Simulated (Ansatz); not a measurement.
Ag:
```xyz
1
Lattice="0.0000 2.0522 2.0522 2.0522 0.0000 2.0522 2.0522 2.0522 0.0000" Properties=species:S:1:pos:R:3 pbc="T T T"
Ag     0.0000     0.0000     0.0000
```

Relaxed with r²SCAN. Special points in fractions of this cell's reciprocal vectors: Γ (0.000, 0.000, 0.000); X (0.500, 0.000, 0.500); U (0.625, 0.250, 0.625); K (0.375, 0.375, 0.750); L (0.500, 0.500, 0.500); W (0.500, 0.250, 0.750).

List the band energies nearest the Fermi level at these points for DFT-r²SCAN with spin–orbit coupling in the program Ansatz with PAW potentials.

In eV from the Fermi level; about four levels below and three above (degenerate sets whole), none deeper than 8.9 eV; points with the same levels are listed once.

```csv
k,below,above
Γ,-4.25 -4.25 -4.25 -4.25,16.13 16.13 19.56 19.56
X,-3.42 -3.42 -3.10 -3.10,1.52 1.52 6.65 6.65
U,-4.08 -4.08 -3.53 -3.53,4.20 4.20 5.22 5.22
L,-3.39 -3.39 -0.51 -0.51,3.42 3.42 15.42 15.42
W,-4.25 -4.25 -3.28 -3.28,5.75 5.75 6.08 6.08
```

Space group Fm-3m (fcc (Cu type)). The cell was relaxed with r²SCAN under the symmetry of its start. The run is not spin-polarised.

Potentials: the later of the program's two PAW sets.
